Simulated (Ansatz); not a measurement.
Relaxed-ion elastic tensor of SiC in space group P6_422 (No. 181; Si on 3c, C on 3d) in GPa (Voigt order), PBEsol in the plane-wave PAW code Ansatz; density 3.49 g/cm³, 9.54 Å³ per atom.

```
      1     2    3    4    5    6
-  ----  ----  ---  ---  ---  ---
1   453  91.0  105  0.0  0.0  0.0
2  91.0   453  105  0.0  0.0  0.0
3   105   105  607  0.0  0.0  0.0
4   0.0   0.0  0.0  201  0.0  0.0
5   0.0   0.0  0.0  0.0  201  0.0
6   0.0   0.0  0.0  0.0  0.0  181
```

Question: Is the crystal mechanically stable?

Answer: Yes: the smallest eigenvalue of C is 181 GPa.

Question: Work out the Voigt, Reuss and Hill averages.

Answer: K_V = 235, K_R = 230, K_H = 233; G_V = 198, G_R = 196, G_H = 197 GPa.

Question: Give Young's modulus, Poisson's ratio, Pugh's ratio and the universal anisotropy index.

Answer: E = 9KG/(3K + G) = 460 GPa; ν = 0.17; K/G = 1.18 (brittle by the Pugh limit of 1.75); A_U = 5G_V/G_R + K_V/K_R − 6 = 0.07.

Question: Estimate the sound speeds and the Debye temperature.

Answer: v_l = √((K + 4G/3)/ρ) = 11900 m/s, v_t = √(G/ρ) = 7510 m/s, mean 8260 m/s; Θ = (h/k)(3n/4πV)^(1/3) v_m = 1160 K.

Question: Solve the Christoffel equation for the three sound speeds along x, y, z.

Answer: Eigenvalues of C_ijkl n_j n_l equal ρv² (piezoelectric stiffening left out). In km/s, slowest first: x 7.20, 7.60, 11.39; y 7.20, 7.60, 11.39; z 7.60, 7.60, 13.19.

Question: How much does each axis shrink under pressure?

Answer: Linear compressibilities β_i = Σ_j S_ij (j = 1 to 3): x 1.6, y 1.6, z 1.1 per TPa.

The start of the workflow was typed in or built on a structure type; neither database checked (COD, Materials Project) lists it. It is not the phase usual at ambient conditions (space group No. 186, 216). Symmetry was held in the PBEsol relaxation; phonons on a q-mesh show no instability. Its formation energy is positive at this level, so the cell may be metastable or incomplete.

Potentials: the later of the program's two PAW sets.
